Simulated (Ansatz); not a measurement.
Input for Ansatz (plane-wave DFT, PAW):

```yaml
crystal:
  lattice:
    - [3.0795942511, 0.0, 0.0]
    - [-1.5397971255, 2.6670068548, 0.0]
    - [0.0, 0.0, 7.9351464479]
  atoms:
    - { symbol: Na, position: [0.0, 0.0, 0.5] }
    - { symbol: Fe, position: [0.3333333333, 0.6666666667, 0.1610597229], spin: 3.95 }
    - { symbol: Fe, position: [0.6666666667, 0.3333333333, 0.8389402771], spin: 3.95 }
    - { symbol: O, position: [0.3333333333, 0.6666666667, 0.7072840699], spin: 0.38 }
    - { symbol: O, position: [0.6666666667, 0.3333333333, 0.2927159301], spin: 0.38 }
    - { symbol: O, position: [0.0, 0.0, 0.0], spin: 0.42 }
basis:
  ecutwfc: 420
kpoints:
  mp_grid: { grid: [12, 12, 6] }
hamiltonian:
  xc: pbesol
scf:
  occupations: { method: gaussian, width: 0.1 }
output:
  forces: true
  stress: true
  eigenvalues: true
  populations: true
magnetization:
  spin_polarized: true
relax:
  adjacent_minimum: "off"
  f_tol: 0.01
  max_steps: 30
  cell: { stress_tol: 0.1, fix: [volume] }
```

Launched with
```bash
ansatz run input.yaml --threads 1 --pin off --max-ram 2560MiB --backend cpu --events-out ev --progress --plain --runs-dir out
```

All numbers below come from DFT PBEsol, scalar-relativistic, plane waves, PAW in Ansatz.

Part of what the program printed, abridged:

```
Pseudopotentials: kind: paw
Pseudopotential: Na, paw, valence charge 9, recommended cutoff 420 eV (normal)
Pseudopotential: Fe, paw, valence charge 16, recommended cutoff 420 eV (normal)
Pseudopotential: O, paw, valence charge 6, recommended cutoff 420 eV (normal)
Functional definition: PBEsol
Crystal: 6 atoms, lattice volume = 65.174 Å³
Basis set: ecut = 420 eV, 1239 PW (Γ), exchange–correlation on 48×48×108 points (8 copies of the dense FFT grid, shifted against one another)
Bands: 41, of which v1, the nominal top of the filled ones, is band 30 counted from 1 (29 counted from 0)
Symmetry: 12 space group operations
Space group: P-3m1 (ITA 164), of the structure as read, at distance tolerance 4.0e-5 Å
Magnetic group: BNS 164.85 (UNI 1315), of the structure as read, at distance tolerance 4.0e-5 Å
k-points: 100 of 864
Initial density: superposition of atomic densities (chi_scale 0.1, normalization cell, long waves kept (reshape's long-wave potential 0.55 eV rms))
Starting moments: Σ|m| = 9.08 μB on 5 of 6 sites
Initial wavefunctions: pseudopotential atomic-orbital guess
Functional: x = pbesol(κ = 0.804, μ = 0.12345679), c = pbesol(β = 0.046)
SCF iter   1: F=—  HF=-12055.394711 eV  |F-HF|=—  |Δ(HF+E_count)|=         —  Δρ=8.07e-2 (↑8.07e-2 ↓7.01e-2) dr2=1.39e1  dr2_m=1.50e-1  M=8.222 μB ∫|m|=8.222 μB  β_m=0.30  ethr=3.10e-3  ⟨swp⟩=5.8  Hψ=27945  notcnv=0
Mixer restart at iter 1: flushing history
spin=Collinear: Kerker preconditioning applied to the charge; magnetization (m = ρ↑ − ρ↓) channel mixes plain (no charge-response kernel on spin).
SCF iter   2: F=—  HF=-12053.711103 eV  |F-HF|=—  |Δ(HF+E_count)|=    1.68e0  Δρ=3.72e-2 (↑3.72e-2 ↓3.13e-2) dr2=4.64e0  dr2_m=9.25e-2  M=8.413 μB ∫|m|=8.414 μB  β_m=0.40  ethr=3.10e-3  ⟨swp⟩=3.2  Hψ=16669  notcnv=0  defer=751
SCF iter   3: F=—  HF=-12054.451321 eV  |F-HF|=—  |Δ(HF+E_count)|=   7.40e-1  Δρ=1.89e-2 (↑1.68e-2 ↓1.89e-2) dr2=1.84e0  dr2_m=8.40e-2  M=8.671 μB ∫|m|=8.673 μB  β_m=0.70  ethr=3.10e-3  ⟨swp⟩=2.8  Hψ=14603  notcnv=0  defer=745
SCF iter   4: F=—  HF=-12055.903678 eV  |F-HF|=—  |Δ(HF+E_count)|=    1.45e0  Δρ=1.97e-2 (↑7.23e-3 ↓1.97e-2) dr2=1.03e0  dr2_m=4.25e-2  M=8.992 μB ∫|m|=8.998 μB  β_m=0.77  ethr=3.10e-3  ⟨swp⟩=2.5  Hψ=13046  notcnv=0  defer=700
SCF iter   5: F=—  HF=-12055.646577 eV  |F-HF|=—  |Δ(HF+E_count)|=   2.57e-1  Δρ=7.80e-3 (↑7.80e-3 ↓7.13e-3) dr2=1.99e-1  dr2_m=9.39e-3  M=9.000 μB ∫|m|=9.011 μB  β_m=0.87  ethr=1.74e-3  ⟨swp⟩=2.3  Hψ=12699  notcnv=0  defer=692
SCF iter   6: F=—  HF=-12055.732804 eV  |F-HF|=—  |Δ(HF+E_count)|=         —  Δρ=5.80e-3 (↑2.34e-3 ↓5.80e-3) dr2=7.88e-2  dr2_m=4.59e-3  M=9.000 μB ∫|m|=9.009 μB  β_m=0.87  ethr=3.37e-4  ⟨swp⟩=2.7  Hψ=12941  notcnv=0  defer=647
Mixer restart at iter 6: flushing history
SCF iter   7: F=—  HF=-12055.748632 eV  |F-HF|=—  |Δ(HF+E_count)|=   1.58e-2  Δρ=2.52e-3 (↑2.00e-3 ↓2.52e-3) dr2=3.38e-2  dr2_m=1.68e-3  M=9.000 μB ∫|m|=9.008 μB  β_m=0.93  ethr=1.34e-4  ⟨swp⟩=2.2  Hψ=11900  notcnv=0  defer=647
SCF iter   8: F=—  HF=-12055.743980 eV  |F-HF|=—  |Δ(HF+E_count)|=   4.65e-3  Δρ=1.10e-3 (↑1.10e-3 ↓8.65e-4) dr2=1.24e-2  dr2_m=5.08e-5  M=9.000 μB ∫|m|=9.008 μB  β_m=0.89  ethr=5.73e-5  ⟨swp⟩=1.5  Hψ=9018  notcnv=0  defer=647
SCF iter   9: F=—  HF=-12055.741696 eV  |F-HF|=—  |Δ(HF+E_count)|=   2.28e-3  Δρ=1.45e-3 (↑8.15e-4 ↓1.45e-3) dr2=7.79e-3  dr2_m=1.07e-4  M=9.000 μB ∫|m|=9.008 μB  β_m=0.94  ethr=2.11e-5  ⟨swp⟩=2.5  Hψ=13182  notcnv=0  defer=647
SCF iter  10: F=—  HF=-12055.740896 eV  |F-HF|=—  |Δ(HF+E_count)|=   8.00e-4  Δρ=7.92e-4 (↑7.92e-4 ↓6.28e-4) dr2=2.59e-3  dr2_m=1.81e-5  M=9.000 μB ∫|m|=9.009 μB  β_m=0.90  ethr=1.32e-5  ⟨swp⟩=2.1  Hψ=12308  notcnv=0  defer=625
SCF iter  11: F=—  HF=-12055.740207 eV  |F-HF|=—  |Δ(HF+E_count)|=   6.90e-4  Δρ=3.92e-4 (↑2.36e-4 ↓3.92e-4) dr2=2.44e-4  dr2_m=1.29e-5  M=9.000 μB ∫|m|=9.009 μB  β_m=0.85  ethr=4.39e-6  ⟨swp⟩=2.4  Hψ=12148  notcnv=0  defer=623
SCF iter  12: F=—  HF=-12055.740237 eV  |F-HF|=—  |Δ(HF+E_count)|=   2.99e-5  Δρ=6.01e-5 (↑5.67e-5 ↓6.01e-5) dr2=6.63e-6  dr2_m=1.96e-7  M=9.000 μB ∫|m|=9.009 μB  β_m=0.90  ethr=4.13e-7  ⟨swp⟩=2.0  Hψ=12410  notcnv=0  defer=623
SCF iter  13: F=—  HF=-12055.740232 eV  |F-HF|=—  |Δ(HF+E_count)|=   5.10e-6  Δρ=2.82e-5 (↑2.07e-5 ↓2.82e-5) dr2=1.59e-6  dr2_m=3.07e-8  M=9.000 μB ∫|m|=9.009 μB  β_m=0.95  ethr=1.12e-8  ⟨swp⟩=2.0  Hψ=13846  notcnv=0  defer=623
SCF iter  14: F=—  HF=-12055.740232 eV  |F-HF|=—  |Δ(HF+E_count)|=   1.66e-7  Δρ=1.47e-5 (↑6.23e-6 ↓1.47e-5) dr2=3.32e-7  dr2_m=2.35e-8  M=9.000 μB ∫|m|=9.009 μB  β_m=0.98  ethr=2.70e-9  ⟨swp⟩=2.1  Hψ=11804  notcnv=0  defer=623
SCF iter  15: F=—  HF=-12055.740232 eV  |F-HF|=—  |Δ(HF+E_count)|=   6.66e-8  Δρ=7.52e-6 (↑3.28e-6 ↓7.52e-6) dr2=9.06e-8  dr2_m=4.43e-9  M=9.000 μB ∫|m|=9.009 μB  β_m=0.99  ethr=5.64e-10  ⟨swp⟩=2.3  Hψ=10725  notcnv=0  defer=623
SCF iter  16: F=-12055.740232 eV  HF=-12055.740232 eV  |F-HF|=1.48e-8  |Δ(HF+E_count)|=   4.63e-9  Δρ=4.66e-6 (↑8.49e-7 ↓4.66e-6) dr2=2.09e-8  dr2_m=3.03e-9  M=9.000 μB ∫|m|=9.009 μB  ethr=1.53e-10  ⟨swp⟩=8.1  Hψ=33245  notcnv=0
SCF 1 converged in 16 iterations: F = -12055.740232 eV  dr2 = 2.09e-8
relax step   1: F+E_penalty+E_count = -12055.74023174 eV  Δ(F+E_penalty+E_count) = +0.000e0 eV  max|allowed force component| = 2.110e-1 eV/Å  Δτ_max = 0.0000 Å  P = -7.747 GPa  Ω = 65.174 Å³  fix = [volume]  reactions: volume -7.747 GPa (16 SCF iters, dr2 threshold 1.00e-7 eV, accepted)
Initial density: handed on by an earlier stage of this run
Starting moments: Σ|m| = 9.08 μB on 5 of 6 sites; this step starts from the density that it was given
Initial wavefunctions: those handed on with the density
SCF iter   1: F=—  HF=-12055.743975 eV  |F-HF|=—  |Δ(HF+E_count)|=         —  Δρ=1.15e-3 (↑6.55e-4 ↓1.15e-3) dr2=5.75e-4  dr2_m=2.17e-4  M=8.999 μB ∫|m|=9.008 μB  β_m=0.65  ethr=9.71e-7  ⟨swp⟩=2.1  Hψ=34623  notcnv=0
SCF iter   2: F=—  HF=-12055.744146 eV  |F-HF|=—  |Δ(HF+E_count)|=   1.71e-4  Δρ=4.09e-4 (↑4.09e-4 ↓4.04e-4) dr2=1.47e-4  dr2_m=4.19e-5  M=8.999 μB ∫|m|=9.008 μB  β_m=0.46  ethr=9.71e-7  ⟨swp⟩=2.0  Hψ=11516  notcnv=0
SCF iter   3: F=—  HF=-12055.744168 eV  |F-HF|=—  |Δ(HF+E_count)|=   2.14e-5  Δρ=2.53e-4 (↑1.40e-4 ↓2.53e-4) dr2=1.32e-5  dr2_m=1.47e-5  M=8.999 μB ∫|m|=9.008 μB  β_m=0.51  ethr=2.50e-7  ⟨swp⟩=2.0  Hψ=12531  notcnv=0
SCF iter   4: F=—  HF=-12055.744208 eV  |F-HF|=—  |Δ(HF+E_count)|=   4.04e-5  Δρ=1.14e-4 (↑5.64e-5 ↓1.14e-4) dr2=4.03e-6  dr2_m=2.89e-6  M=8.999 μB ∫|m|=9.008 μB  β_m=0.57  ethr=2.24e-8  ⟨swp⟩=2.0  Hψ=11694  notcnv=0
SCF iter   5: F=—  HF=-12055.744223 eV  |F-HF|=—  |Δ(HF+E_count)|=   1.47e-5  Δρ=5.46e-5 (↑3.22e-5 ↓5.46e-5) dr2=1.22e-6  dr2_m=9.05e-7  M=8.999 μB ∫|m|=9.008 μB  β_m=0.75  ethr=6.83e-9  ⟨swp⟩=2.0  Hψ=12366  notcnv=0
SCF iter   6: F=—  HF=-12055.744229 eV  |F-HF|=—  |Δ(HF+E_count)|=   6.20e-6  Δρ=2.87e-5 (↑2.87e-5 ↓2.70e-5) dr2=1.94e-6  dr2_m=1.91e-7  M=8.999 μB ∫|m|=9.008 μB  β_m=0.64  ethr=2.08e-9  ⟨swp⟩=2.1  Hψ=13796  notcnv=0
SCF iter   7: F=—  HF=-12055.744229 eV  |F-HF|=—  |Δ(HF+E_count)|=   1.60e-7  Δρ=1.35e-5 (↑7.45e-6 ↓1.35e-5) dr2=3.56e-7  dr2_m=3.86e-8  M=8.999 μB ∫|m|=9.008 μB  β_m=0.55  ethr=2.08e-9  ⟨swp⟩=2.0  Hψ=11112  notcnv=0
SCF iter   8: F=-12055.744229 eV  HF=-12055.744229 eV  |F-HF|=1.70e-8  |Δ(HF+E_count)|=   6.34e-8  Δρ=6.31e-6 (↑2.62e-6 ↓6.31e-6) dr2=2.15e-8  dr2_m=9.54e-9  M=8.999 μB ∫|m|=9.008 μB  ethr=6.03e-10  ⟨swp⟩=2.0  Hψ=24783  notcnv=0
SCF 2 converged in 8 iterations: F = -12055.744229 eV  dr2 = 2.15e-8
relax step   2: F+E_penalty+E_count = -12055.74422939 eV  Δ(F+E_penalty+E_count) = -3.998e-3 eV  max|allowed force component| = 8.912e-2 eV/Å  Δτ_max = 0.0147 Å  P = -7.250 GPa  Ω = 65.174 Å³  energy of the carried Pulay correction = +8.227e-17 eV  fix = [volume]  reactions: volume -7.250 GPa (8 SCF iters, dr2 threshold 6.00e-7 eV, accepted)
SCF iter   1: F=—  HF=-12055.744861 eV  |F-HF|=—  |Δ(HF+E_count)|=         —  Δρ=5.72e-4 (↑2.32e-4 ↓5.72e-4) dr2=1.49e-4  dr2_m=3.61e-5  M=8.999 μB ∫|m|=9.007 μB  β_m=0.65  ethr=2.50e-7  ⟨swp⟩=2.1  Hψ=34391  notcnv=0
SCF iter   2: F=—  HF=-12055.744929 eV  |F-HF|=—  |Δ(HF+E_count)|=   6.85e-5  Δρ=2.38e-4 (↑2.38e-4 ↓1.83e-4) dr2=6.88e-5  dr2_m=5.69e-6  M=8.999 μB ∫|m|=9.007 μB  β_m=0.41  ethr=2.50e-7  ⟨swp⟩=2.0  Hψ=11515  notcnv=0
SCF iter   3: F=—  HF=-12055.744928 eV  |F-HF|=—  |Δ(HF+E_count)|=   1.25e-6  Δρ=1.41e-4 (↑6.44e-5 ↓1.41e-4) dr2=4.38e-6  dr2_m=3.94e-6  M=8.999 μB ∫|m|=9.007 μB  β_m=0.48  ethr=1.17e-7  ⟨swp⟩=2.1  Hψ=11683  notcnv=0
SCF iter   4: F=—  HF=-12055.744943 eV  |F-HF|=—  |Δ(HF+E_count)|=   1.51e-5  Δρ=5.09e-5 (↑3.40e-5 ↓5.09e-5) dr2=2.91e-6  dr2_m=5.87e-7  M=8.999 μB ∫|m|=9.007 μB  β_m=0.45  ethr=7.42e-9  ⟨swp⟩=2.0  Hψ=11466  notcnv=0
SCF iter   5: F=—  HF=-12055.744947 eV  |F-HF|=—  |Δ(HF+E_count)|=   3.74e-6  Δρ=3.28e-5 (↑1.98e-5 ↓3.28e-5) dr2=3.20e-7  dr2_m=3.41e-7  M=8.999 μB ∫|m|=9.007 μB  β_m=0.73  ethr=4.93e-9  ⟨swp⟩=2.1  Hψ=10593  notcnv=0
SCF iter   6: F=—  HF=-12055.744950 eV  |F-HF|=—  |Δ(HF+E_count)|=   2.83e-6  Δρ=2.02e-5 (↑2.02e-5 ↓1.44e-5) dr2=3.08e-7  dr2_m=1.01e-7  M=8.999 μB ∫|m|=9.007 μB  β_m=0.69  ethr=5.43e-10  ⟨swp⟩=2.0  Hψ=14231  notcnv=0
SCF iter   7: F=-12055.744950 eV  HF=-12055.744950 eV  |F-HF|=2.35e-7  |Δ(HF+E_count)|=   2.19e-7  Δρ=1.78e-5 (↑5.63e-6 ↓1.78e-5) dr2=2.55e-7  dr2_m=4.98e-8  M=8.999 μB ∫|m|=9.007 μB  ethr=5.23e-10  ⟨swp⟩=2.0  Hψ=26030  notcnv=0
SCF 3 converged in 7 iterations: F = -12055.744950 eV  dr2 = 2.55e-7
relax step   3: F+E_penalty+E_count = -12055.74494989 eV  Δ(F+E_penalty+E_count) = -7.205e-4 eV  max|allowed force component| = 4.315e-4 eV/Å  Δτ_max = 0.0086 Å  P = -6.935 GPa  Ω = 65.174 Å³  energy of the carried Pulay correction = +8.227e-17 eV  fix = [volume]  reactions: volume -6.935 GPa (7 SCF iters, dr2 threshold 4.96e-7 eV, accepted)
Initial wavefunctions: pseudopotential atomic-orbital guess (no wavefunctions were taken with the density)
SCF iter   1: F=—  HF=-12055.744690 eV  |F-HF|=—  |Δ(HF+E_count)|=         —  Δρ=1.57e-4 (↑1.57e-4 ↓8.79e-5) dr2=9.14e-7  dr2_m=7.32e-7  M=8.999 μB ∫|m|=9.007 μB  β_m=0.65  ethr=3.41e-8  ⟨swp⟩=3.3  Hψ=50919  notcnv=0
SCF iter   2: F=—  HF=-12055.744907 eV  |F-HF|=—  |Δ(HF+E_count)|=   2.17e-4  Δρ=5.54e-5 (↑5.54e-5 ↓3.09e-5) dr2=1.86e-7  dr2_m=9.37e-8  M=8.999 μB ∫|m|=9.007 μB  β_m=0.60  ethr=1.55e-9  ⟨swp⟩=2.0  Hψ=12151  notcnv=0
SCF iter   3: F=—  HF=-12055.744936 eV  |F-HF|=—  |Δ(HF+E_count)|=   2.92e-5  Δρ=1.22e-5 (↑1.22e-5 ↓9.29e-6) dr2=1.85e-7  dr2_m=6.84e-9  M=8.999 μB ∫|m|=9.007 μB  β_m=0.49  ethr=3.16e-10  ⟨swp⟩=2.0  Hψ=12821  notcnv=0
SCF iter   4: F=—  HF=-12055.744938 eV  |F-HF|=—  |Δ(HF+E_count)|=   1.19e-6  Δρ=2.06e-6 (↑2.06e-6 ↓2.03e-6) dr2=4.78e-9  dr2_m=1.06e-9  M=8.999 μB ∫|m|=9.007 μB  β_m=0.44  ethr=3.14e-10  ⟨swp⟩=2.0  Hψ=10542  notcnv=0
SCF iter   5: F=—  HF=-12055.744937 eV  |F-HF|=—  |Δ(HF+E_count)|=   1.01e-6  Δρ=1.19e-6 (↑1.19e-6 ↓1.15e-6) dr2=5.48e-10  dr2_m=6.16e-10  M=8.999 μB ∫|m|=9.007 μB  β_m=0.72  ethr=8.10e-12  ⟨swp⟩=2.2  Hψ=13250  notcnv=0
SCF iter   6: F=—  HF=-12055.744937 eV  |F-HF|=—  |Δ(HF+E_count)|=   3.59e-9  Δρ=7.87e-7 (↑2.41e-7 ↓7.87e-7) dr2=3.42e-10  dr2_m=1.19e-10  M=8.999 μB ∫|m|=9.007 μB  β_m=0.75  ethr=1.00e-12  ⟨swp⟩=2.0  Hψ=12300  notcnv=0
SCF iter   7: F=—  HF=-12055.744937 eV  |F-HF|=—  |Δ(HF+E_count)|=  2.58e-10  Δρ=3.87e-7 (↑3.87e-7 ↓2.25e-7) dr2=1.42e-10  dr2_m=1.41e-11  M=8.999 μB ∫|m|=9.007 μB  β_m=0.63  ethr=1.00e-12  ⟨swp⟩=2.0  Hψ=11681  notcnv=0
SCF iter   8: F=-12055.744937 eV  HF=-12055.744937 eV  |F-HF|=9.82e-11  |Δ(HF+E_count)|=  1.93e-10  Δρ=3.03e-7 (↑2.07e-7 ↓3.03e-7) dr2=8.81e-11  dr2_m=1.39e-11  M=8.999 μB ∫|m|=9.007 μB  ethr=1.00e-12  ⟨swp⟩=2.0  Hψ=21505  notcnv=0
SCF 4 converged in 8 iterations: F = -12055.744937 eV  dr2 = 8.81e-11
WARN: an SCF from ferrimagnetic starting moments (0.00, -3.95, 3.95, 0.38, 0.38, 0.42 Bohr magnetons, atom by atom) was not made, by what the run has read of turns of its moments that order reads lower: the deck asks for what bars it, or types moments that do (magnetization.spin_polarized, in the input reference, names some of the keys), or the run goes by scf.lower_state_search: light, the default, which as a rule tries one only behind a close that has lost an order of both signs, or on which an open d or half-filled 4f shell of a PAW file has lost a moment that was set nearer to Hund's than to what is left; or, under a Hubbard U, one that names an f shell that the input leaves bare beside  ...
SCF converged after 8 iterations
Magnetization: 8.9986 μB (33.9993 up, 25.0007 down)
Absolute magnetization: 9.0072 μB (∫|ρ↑−ρ↓|, with the PAW one-centre terms)
Spin contamination: 0.0163 ħ² per cell (⟨S²⟩ above its minimum at these occupations)
Per-site moments (μB) at R_I (Å): [(0.00846691, 1.00617532), (3.61535124, 0.84726004), (3.61535124, 0.84726004), (0.33825217, 0.84726004), (0.33825217, 0.84726004), (0.38219642, 0.90131095)]
Free energy (F): -12055.744937 eV
Harris-Foulkes:  -12055.744937 eV  (|F-HF|=9.82e-11)
Internal energy: -12055.738110 eV  (E = F + TS)
E sigma→0 (E₀):  -12055.741523 eV
Entropy (-TS):   -0.006827 eV (-1.138 meV/atom)
Fermi energy:    10.519925 eV
--- Per-component energies (eV) ---
  E_band       = -839.700340
  E_kinetic    = 1317.545096
  E_local      = -7840.764545  (includes V_loc(G=0)·N_el)
  E_nonlocal   = 721.295277
  E_hartree    = 3165.459346
  E_xc         = -483.503407
  E_vxc        = -622.866224  (∫ρ·V_xc dr)
  E_paw        = -3385.274587  (= ΣΔE_a)
  E_vpaw       = -745.836770  (= ΣTr[D̂ρ^β])
  E_aug_tail   = 0.008643  (compensation charges beyond the density's cutoff)
  E_ewald      = -5551.022894
  E_core_change = 0.518961  (= ΣΔE_core)
  E_smearing   = -0.006827  (= −TS)
--- Forces (eV/Å), atoms counted from 1 ---
  atom   1  Na     0.00000000     0.00000000     0.00000000
  atom   2  Fe     0.00000000     0.00000000     0.00029437
  atom   3  Fe     0.00000000     0.00000000    -0.00029437
  atom   4  O      0.00000000     0.00000000    -0.00040803
  atom   5  O      0.00000000     0.00000000     0.00040803
  atom   6  O      0.00000000     0.00000000     0.00000000
--- Stress (GPa, compression-positive) ---
       -6.949434       0.000000       0.000000
        0.000000      -6.949434       0.000000
        0.000000       0.000000      -6.911007
  P = ⅓ Tr σ = -6.9366 GPa (-69.366 kbar)
--- Band table (eV; the first three rows and the last of 200) ---
  k-point 0 ↑: bands = ["-79.5093", "-79.5073", "-45.6534", "-45.6534", "-45.6507", "-45.6507", "-45.6496", "-45.6288", "-40.4377", "-12.5591", "-12.4702", "-12.4702", "-9.3319", "-8.0045", "-7.8160", "3.2502", "4.3336", "4.3336", "4.6820", "5.2416", "5.2416", "6.6378", "6.6378", "6.9376", "6.9376", "7.1387", "7.5103", "7.6122", "7.6122", "8.3943", "9.6430", "9.6430", "10.3941", "10.3941", "11.9985", "15.0674", "15.4467", "17.9220", "21.6777", "23.9354", "23.9354"]
  k-point 1 ↑: bands = ["-79.5093", "-79.5073", "-45.6534", "-45.6534", "-45.6507", "-45.6507", "-45.6496", "-45.6288", "-40.4377", "-12.5593", "-12.4702", "-12.4702", "-9.3251", "-8.0581", "-7.7682", "3.1984", "4.3324", "4.3324", "4.7913", "5.2443", "5.2443", "6.6381", "6.6381", "6.9374", "6.9374", "7.0508", "7.5725", "7.6072", "7.6072", "8.3014", "9.6521", "9.6521", "10.3883", "10.3883", "12.1808", "14.6842", "15.6625", "17.9766", "21.7734", "23.9401", "23.9401"]
  k-point 2 ↑: bands = ["-79.5093", "-79.5073", "-45.6534", "-45.6534", "-45.6507", "-45.6507", "-45.6496", "-45.6288", "-40.4377", "-12.5597", "-12.4702", "-12.4702", "-9.3111", "-8.1330", "-7.7053", "3.1088", "4.3299", "4.3299", "5.0136", "5.2495", "5.2495", "6.6387", "6.6387", "6.8814", "6.9371", "6.9371", "7.5967", "7.5967", "7.6962", "8.1039", "9.6702", "9.6702", "10.3759", "10.3759", "12.6381", "14.0740", "15.8367", "18.0840", "22.0170", "23.9491", "23.9491"]
  k-point 99 ↓: bands = ["-75.0636", "-75.0636", "-41.3304", "-41.3304", "-41.3245", "-41.3161", "-41.3159", "-41.3159", "-40.4115", "-12.6032", "-12.6032", "-12.4568", "-7.7059", "-6.8599", "-6.8599", "4.4884", "4.4884", "5.0857", "5.7737", "6.2445", "6.4518", "6.4518", "7.1338", "7.1338", "10.6976", "10.7848", "10.7848", "11.2373", "11.2373", "11.3050", "12.0846", "12.3619", "12.3619", "13.0522", "18.5194", "18.5194", "20.1798", "20.1798", "20.4223", "21.1725", "21.5512"]
--- Relaxed structure (3 steps of the walk, 3 accepted, 1 SCFs on fresh bases) ---
  F+E_penalty+E_count = -12055.74493662 eV   max|allowed force component| = 4.080e-4 eV/Å   (the final SCF, on the basis selected at the relaxed cell)
  cell:  # Å, volume = 65.1737 Å³
    - [3.07577402, 0.0, 0.0]
    - [-1.53788701, 2.66369844, 0.0]
    - [0.0, 0.0, 7.95487018]
  atoms:
    - { symbol: Na, position: [0.0, 0.0, 0.49999999] }
    - { symbol: Fe, position: [0.33333333, 0.66666666, 0.16003850] }
    - { symbol: Fe, position: [0.66666666, 0.33333333, 0.83996149] }
    - { symbol: O, position: [0.33333333, 0.66666666, 0.71021253] }
    - { symbol: O, position: [0.66666666, 0.33333333, 0.28978746] }
    - { symbol: O, position: [0.0, 0.0, 0.0] }
--- Löwdin populations: 6 sites ---
  site symbol q [e]    m [muB]
     0     Na      8.2838     0.0140
     1     Fe     14.7063     3.7856
     2     Fe     14.7063     3.7856
     3      O      6.9974     0.4621
     4      O      6.9974     0.4621
     5      O      6.9809     0.4719
  spilling = 0.005557 (of n_electrons = 59.000000)
```

The relaxation met its thresholds.

It took 2 min on 1 thread of Arm Neoverse V2, with other jobs on the host, peak memory 0.64 GiB.

The state reached may not be the lowest one. The program reads another magnetic order as possibly lower. Moments started parallel, and an antiferromagnetic order may lie lower.